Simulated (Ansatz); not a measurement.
Consider the following.

LaCu2Ge2:
```yaml
crystal:
  lattice:
    - [-2.11010, 2.11010, 5.07735]
    - [2.11010, -2.11010, 5.07735]
    - [2.11010, 2.11010, -5.07735]
  atoms:
    - { symbol: La, position: [0.00000, 0.00000, 0.00000] }
    - { symbol: Cu, position: [0.25000, 0.75000, 0.50000] }
    - { symbol: Cu, position: [0.75000, 0.25000, 0.50000] }
    - { symbol: Ge, position: [0.62542, 0.62542, 0.00000] }
    - { symbol: Ge, position: [0.37458, 0.37458, 0.00000] }
```

This is the r²SCAN-relaxed structure.

### Question
All from the program Ansatz at the r²SCAN level (PAW), unless another level is named. Predict the electronic character.

### Answer
metallic (no gap).

### Question
Give the formation energy from the elements (no fitted shifts).

### Answer
-0.60 eV/atom.

### Question
What about the density of states at the Fermi level?

### Answer
0.29 states/eV per atom (mean over ±0.08 eV).

Space group I4/mmm. The workflow started from a Materials Project entry (that database holds measured and hypothetical structures alike); the Crystallography Open Database copy checked does not list it. Its standing as an ambient phase is unchecked. The cell was relaxed with r²SCAN under the symmetry of its start; whether a distortion lowers the energy is not shown. No spin polarisation was allowed. The references are the lowest solids computed at this level, not always the standard phases. Scalar-relativistic: spin–orbit coupling is off unless named, which matters more the heavier the elements.

Potentials: the earlier of the program's two PAW sets.
